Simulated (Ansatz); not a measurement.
CuPd:
```yaml
crystal:
  lattice:
    - [2.92966, 0.00000, 0.00000]
    - [0.00000, 2.92966, 0.00000]
    - [0.00000, 0.00000, 2.92966]
  atoms:
    - { symbol: Cu, position: [0.00000, 0.00000, 0.00000] }
    - { symbol: Pd, position: [0.50000, 0.50000, 0.50000] }
```

Relaxed with LDA. Special points in fractions of this cell's reciprocal vectors: Γ (0.000, 0.000, 0.000); X (0.000, 0.500, 0.000); M (0.500, 0.500, 0.000); R (0.500, 0.500, 0.500).

Q: List the band energies nearest the Fermi level at these points for plane-wave PAW LDA (Ansatz code).

A: In eV from the Fermi level; about four levels below and three above (degenerate sets whole), none deeper than 8.9 eV; … stands for higher levels left out; points with the same levels are listed once.

```csv
k,below,above
Γ,-1.17 -1.17 -0.10 -0.10 -0.10,…
X,-2.14 -2.14 -1.74 -1.07 -0.65,1.21 …
M,-1.37 -1.34 -1.09 -0.22,0.07 0.07 0.73 0.73
R,-1.32 -1.32 -0.16 -0.16,6.55 …
```

Space group Pm-3m (CsCl type). The workflow started from a Materials Project entry (that database holds measured and hypothetical structures alike); the Crystallography Open Database files this formula in space group No. 221, but the cells were not matched. Its standing as an ambient phase is unchecked. The cell was relaxed with LDA under the symmetry of its start; of distortions, only those at the zone centre were tested. The run is not spin-polarised. Spin–orbit coupling is left out wherever it is not named.

Potentials: the later of the program's two PAW sets.
